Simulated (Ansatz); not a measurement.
# Cd₂Cu in Ansatz, settings compared

The command:

```bash
ansatz run input.yaml --threads 1 --pin off --max-ram 2560MiB --backend cpu --events-out ev --progress --plain --runs-dir out
```

The input file (Ansatz 0.2.0, plane waves):

```yaml
crystal:
  lattice:
    - [0.0, 3.464177, 0.0]
    - [3.464177, 0.0, 0.0]
    - [1.732089, 1.732089, -6.014872]
  atoms:
    - { symbol: Cu, position: [0.0, 0.0, 0.0] }
    - { symbol: Cd, position: [0.34, 0.34, 0.32] }
    - { symbol: Cd, position: [0.66, 0.66, 0.68] }
  symmetry: { tolerance: 0.0003 }
kpoints:
  mp_grid: { grid: [5, 5, 5], shift: [0, 0, 0] }
magnetization:
  spin_polarized: false
scf:
  occupations: { method: fermi_dirac, width: 0.0369 }
hamiltonian:
  pseudopotentials: { kind: paw }
  xc: pbe
basis:
  ecutwfc: 420
output:
  forces: true
  stress: true
  eigenvalues: true
```

Origin of the cell: a known structure type with other elements, at an estimated volume, so it need not be a known compound.

Output of this run (shortened):

```
Pseudopotentials: kind: paw
Pseudopotential: Cu, paw, valence charge 19, recommended cutoff 420 eV (normal), Cu.paw.azcp
Pseudopotential: Cd, paw, valence charge 20, recommended cutoff 420 eV (normal), Cd.paw.azcp
Functional definition: PBE
  exchange = pbe_x(kappa = kappa, mu = beta*pi^2/3)
  correlation = pbe_c(beta = beta)
Crystal: 3 atoms, lattice volume = 72.182 Å³
Basis set: ecut = 420 eV, 1405 PW (Γ), exchange–correlation on 48×48×90 points (8 copies of the dense FFT grid, shifted against one another)
Bands: 36, of which v1, the nominal top of the filled ones, is band 30 counted from 1 (29 counted from 0)
Symmetry: 16 space group operations
Space group: I4/mmm (ITA 139), of the structure as read, at distance tolerance 1.2e-3 Å
k-points: 18 of 125
[… 4 lines left out …]
Initial density: superposition of atomic densities (neutral atoms: chi_scale 0, normalization atom), corrected by the library's trained network
Functional: x = pbe(κ = 0.804, μ = 0.219515), c = pbe(β = 0.066725)
SCF iter   1: F=—  HF=-23133.176678 eV  Δρ=2.68e-3  dr2=9.55e-3  defer=1
SCF iter   2: F=—  HF=-23133.175989 eV  Δρ=9.53e-4  dr2=2.24e-3  defer=2
SCF iter   3: F=—  HF=-23133.175609 eV  Δρ=6.97e-4  dr2=2.91e-4  defer=2
SCF iter   4: F=—  HF=-23133.175563 eV  Δρ=1.46e-4  dr2=1.38e-5  defer=2
SCF iter   5: F=—  HF=-23133.175588 eV  Δρ=4.18e-5  dr2=2.32e-6  defer=2
SCF iter   6: F=—  HF=-23133.175588 eV  Δρ=1.73e-5  dr2=2.46e-7  defer=2
SCF iter   7: F=-23133.175588 eV  HF=-23133.175588 eV  Δρ=6.92e-6  dr2=2.68e-8
SCF 1 converged in 7 iterations: F = -23133.175588 eV  dr2 = 2.68e-8
SCF converged after 7 iterations
Free energy (F): -23133.175588 eV
Harris-Foulkes:  -23133.175588 eV  (|F-HF|=2.14e-8)
Internal energy: -23133.171846 eV  (E = F + TS)
E sigma→0 (E₀):  -23133.173717 eV
Entropy (-TS):   -0.003742 eV (-1.247 meV/atom)
Fermi energy:    10.355082 eV
--- Per-component energies (eV) ---
  E_band       = -1401.403466
  E_kinetic    = 1304.106820
  E_local      = -11476.344452  (includes V_loc(G=0)·N_el)
  E_nonlocal   = 464.867044
  E_hartree    = 5203.247902
  E_xc         = -438.096693
  E_vxc        = -552.043075  (∫ρ·V_xc dr)
  E_paw        = -9837.764776  (= ΣΔE_a)
  E_vpaw       = -1548.473619  (= ΣTr[D̂ρ^β])
  E_aug_tail   = 0.000308  (compensation charges beyond the density's cutoff)
  E_ewald      = -8353.187998
  E_smearing   = -0.003742  (= −TS)
  Σ components = -23133.175588   (vs F -23133.175588, Δ=0.00e0)
--- Forces (eV/Å), atoms counted from 1 ---
  atom   1  Cu     0.000000    -0.000000     0.000000
  atom   2  Cd    -0.000000    -0.000000     0.449478
  atom   3  Cd     0.000000     0.000000    -0.449478
  max |Σ_I F_I| component: 1.11e-16 eV/Å
--- Stress (GPa, compression-positive) ---
       -9.275858       0.000000      -0.000000
        0.000000      -9.275858      -0.000000
       -0.000000      -0.000000      -8.175723
  P = ⅓ Tr σ = -8.9091 GPa (-89.091 kbar)
```

The same input was run again with these changes:

1. `kpoints.mp_grid.shift` [0, 0, 0] → [0.5, 0.5, 0.5]
2. `basis.xc_grid` default → 2
3. `scf.lower_state_search` default → full
4. `scf.convergence.dr2_threshold` default → 0.0001

```json
{"run": "base", "end": "converged", "SCF iterations": "7", "P (GPa)": "-8.91", "max force component (eV/Å)": "0.449", "moment (μB)": "–", "ΔE(σ→0) (meV/atom)": "0"}
{"run": "1", "end": "converged", "SCF iterations": "8", "P (GPa)": "-8.85", "max force component (eV/Å)": "0.596", "moment (μB)": "–", "ΔE(σ→0) (meV/atom)": "26.99"}
{"run": "2", "end": "converged", "SCF iterations": "7", "P (GPa)": "-8.91", "max force component (eV/Å)": "0.449", "moment (μB)": "–", "ΔE(σ→0) (meV/atom)": "0.00"}
{"run": "3", "end": "converged", "SCF iterations": "13", "P (GPa)": "-8.91", "max force component (eV/Å)": "0.449", "moment (μB)": "–", "ΔE(σ→0) (meV/atom)": "0.00"}
{"run": "4", "end": "converged", "SCF iterations": "6", "P (GPa)": "-8.91", "max force component (eV/Å)": "0.449", "moment (μB)": "–", "ΔE(σ→0) (meV/atom)": "0.00"}
```

Energies are compared only where functional, datasets, charge and starting cell are the same.

Caveats of the base run: no moments, though an odd count or open d shells may carry them; the k mesh is coarse if the cell is a metal.

Run 1: the k mesh keeps only part of the crystal's symmetry.
Run 4: the SCF threshold is loose for forces.

Time of the base run: 2.2 s on 1 thread of Arm Neoverse V2, on a shared host, peak memory 0.33 GiB, from the program's own first density.
